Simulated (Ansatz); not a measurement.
SnRu₃C (anti-perovskite), relaxed and computed with several functionals in Ansatz (plane waves, PAW).

| functional | a (Å) | ΔH_f (eV/atom) | B₀ by P(V) fit (GPa) |
|---|---|---|---|
| PBEsol | 4.047 | 0.02 | 272 |
| r²SCAN | [?] | [?] | [?] |
| PBE | 4.091 | 0.06 | 246 |

Fill in the missing entries.


- r²SCAN, a (Å): 4.066
- r²SCAN, ΔH_f (eV/atom): 0.05
- r²SCAN, B₀ by P(V) fit (GPa): 264

Typed or built starts, not in the databases checked: SnRu3C, anti-perovskite. All cells were relaxed under the symmetry of their starts (and spin orders); stability against distortions was not tested throughout. Rows with no word on spin ran without spin polarisation. Spin–orbit coupling is left out wherever it is not named.

Potentials: the later of the program's two PAW sets.

Ansatz (a first-principles code) is a plane-wave DFT program.

Formation energies count from the lowest solids of the elements computed at the same level, not from gases.
